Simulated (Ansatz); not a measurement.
Data:

ScRhN2:
```xyz
4
Lattice="1.6259 0.9387 5.8695 -1.6259 0.9387 5.8695 0.0000 -1.8774 5.8695" Properties=species:S:1:pos:R:3 pbc="T T T"
Sc     0.0000     0.0000     8.8042
Rh     0.0000     0.0000     0.0000
N      0.0000     0.0000    15.7770
N      0.0000     0.0000     1.8314
```
The run is spin-polarised, in the one order tried: ferromagnetic.

This is the r²SCAN-relaxed structure.

All from DFT-r²SCAN in the program Ansatz with PAW potentials, unless another level is named. Give the net moment.

0.28 μB per atom.

Predict the Bader charges.

Sc +1.92, Rh +0.71, N -1.32 e.

Space group R-3m. The start of the workflow was typed in or built on a structure type; neither database checked (COD, Materials Project) lists it. Its standing as an ambient phase is unchecked. Symmetry was held in the r²SCAN relaxation; whether a distortion lowers the energy is not shown. Spin order of the final state: ferromagnetic, the only order run, not a proven ground state. Other orbital occupations within this spin state were not tried. No Hubbard U is applied.

Potentials: the earlier of the program's two PAW sets.
